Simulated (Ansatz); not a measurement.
The cell is a 12-atom cell of TiSn3O8 built on the anatase structure (relaxed group Cm); cell and atoms were relaxed with r2SCAN. The symmetry is Cm (No. 8, monoclinic); a = 10.919 Å, b = 3.933 Å, c = 7.848 Å, β = 111.0° in the conventional setting, 13.11 Å³ an atom. Ti is surrounded by 6 O at 1.94–2.02 Å; Sn is surrounded by 6 O at 2.01–2.10 Å; O is surrounded by 3 Sn at 2.02–2.10 Å; O is surrounded by 2 Sn at 2.01–2.02 Å and 1 Ti at 2.02 Å; O is surrounded by 1 Ti at 1.96 Å and 2 Sn at 2.08 Å; O is surrounded by 3 Sn at 2.03–2.08 Å; Sn is surrounded by 6 O at 2.02–2.08 Å; Sn is surrounded by 6 O at 2.02–2.11 Å (further sites aren't listed).

```
Ti Sn O
1.0
     5.45955   -1.96663    0.04242
     5.45955    1.96663    0.04242
    -2.86900    0.00000    7.30478
Ti Sn O
1 3 8
Direct
  0.99969 0.99969 0.99854
  0.24729 0.24729 0.37130
  0.99981 0.99981 0.50132
  0.25317 0.25317 0.87878
  0.45297 0.45297 0.47676
  0.19763 0.19763 0.09816
  0.04299 0.04299 0.26340
  0.79590 0.79590 0.39817
  0.45774 0.45774 0.97833
  0.20176 0.20176 0.60150
  0.04600 0.04600 0.78158
  0.80504 0.80504 0.90215
```

The questions ask for values computed with the plane-wave code Ansatz on this geometry. No magnetic order and no zero-point or thermal motion; the cell was built from a prototype and may be hypothetical.

Given (8×8×4 mesh): r2SCAN gives an indirect gap of 3.11 eV, from k = (-0.052, -0.469, 0.135) to Γ; the least direct gap is 3.41 eV at Γ.

Q: Estimate the gap with PBE+SOC on 8×8×4.

A: The PBE+SOC gap is indirect, 2.52 eV (k = (-0.052, -0.469, 0.135) to Γ), below the direct gap of 2.83 eV at Γ. The gap differs by -0.59 eV from r2SCAN's.

Q: What does HSE06 give for the gap (4×4×2 mesh)?

A: The HSE06 gap is indirect, 4.16 eV (k = (-0.052, -0.469, 0.135) to Γ), below the direct gap of 4.44 eV at Γ. The gap differs by +1.05 eV from r2SCAN's.

Q: Estimate the gap with PBE0 on 4×4×2.

A: With PBE0 the valence top lies at k = (-0.052, -0.469, 0.135) and the conduction bottom at Γ, 4.90 eV higher; the smallest vertical gap, at Γ, is 5.18 eV. The gap differs by +1.79 eV from r2SCAN's.

Only the levels marked +SOC include spin-orbit coupling.

Where an edge lies off the special points, it is a point of the mesh or the k point where a search put PBE's edge or least direct gap, reused for the other functionals, whose own edges may lie a little apart.

Coordinates of k points refer to the reciprocal vectors of the primitive cell of the runs.

The meshes of the hybrids are coarse, so their gaps aren't converged to the digits shown.

PBE's own run along the path (2.53 eV) came before the search for the edges and missed one, so it isn't listed.
